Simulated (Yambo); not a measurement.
## CdZnS2: sweep of GW parameters

G0W0@PBEsol for CdZnS2 (space group P3m1, No. 156) in Yambo. Reference settings: 3×3×2 Γ-centred k mesh, bands 17 to 286 and a 7 Ry block in the screening, 286 bands in G with the Bruneval-Gonze terminator, plasmon pole fitted at 27.2 eV. The PBEsol gap Γ → Γ on this mesh is 1.31 eV; G0W0 gaps are taken between the same points.

```csv
change from the reference,G0W0 gap Γ → Γ (eV),shift of the valence edge (eV)
reference settings,2.50,-0.77
122 bands in G,2.52,-0.72
144 bands in W,2.57,-0.65
1 Ry block,2.77,-0.47
3 Ry block,2.33,-0.52
"192 bands in G, no terminator",2.43,-0.51
```

The reference isn't shown to be the converged limit.

Spin-orbit coupling is included.

Geometry relaxed with PBEsol; primitive cell a = b = 3.9357 Å, c = 6.5185 Å, α = β = 90.00°, γ = 120.00°.

The structure is a Materials Project entry; no match was found in the copy of COD used, and its stability was not checked.

A shift is the quasiparticle energy of the state minus its PBEsol energy.
